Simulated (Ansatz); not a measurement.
**Sr (P6_3/mmc), two-dimensional strain map**

These are results of DFT r2SCAN, scalar-relativistic, plane waves, PAW in Ansatz 0.2.0, not measurements. The runs took a 500 eV cutoff, a Γ-centred 12×12×8 mesh and Gaussian smearing (0.15 eV). No spin polarisation. Energies are free energies at this smearing, counted from the undisturbed cell; pressure is positive in compression.

Zero of the scan (as given, not relaxed at this level; it stands at 0.1 GPa; this form isn't the usual structure):

```
Sr
1.0
     4.31000    0.00000    0.00000
    -2.15500    3.73257    0.00000
     0.00000    0.00000    7.05000
Sr
2
Direct
  0.33333 0.66667 0.25000
  0.66667 0.33333 0.75000
```

The cell is strained by p along both x and y and by q along z, fractional coordinates fixed. Points are written (p, q).

p was sampled at -0.030, -0.015, 0.000, 0.015, 0.030 and q at -0.030, -0.015, 0.000, 0.015, 0.030.

**Question.** Where on the computed points is the energy highest, and how high?

**Answer.** At (-0.030, -0.030): 21.6 meV/atom.

**Question.** Away from (0, 0), which computed point is lowest?

**Answer.** (0.000, 0.015): 0.0 meV/atom.

The map, in meV/atom:

```
 p \ q  -0.030  -0.015  0.000  0.015  0.030
-0.030    21.6    15.0   11.0    9.6   10.6
-0.015    11.7     6.1    2.9    2.1    3.7
 0.000     6.9     2.3    0.0    0.0    2.2
 0.015     6.9     3.4    1.9    2.7    5.6
 0.030    11.2     8.7    8.3    9.8   13.4
```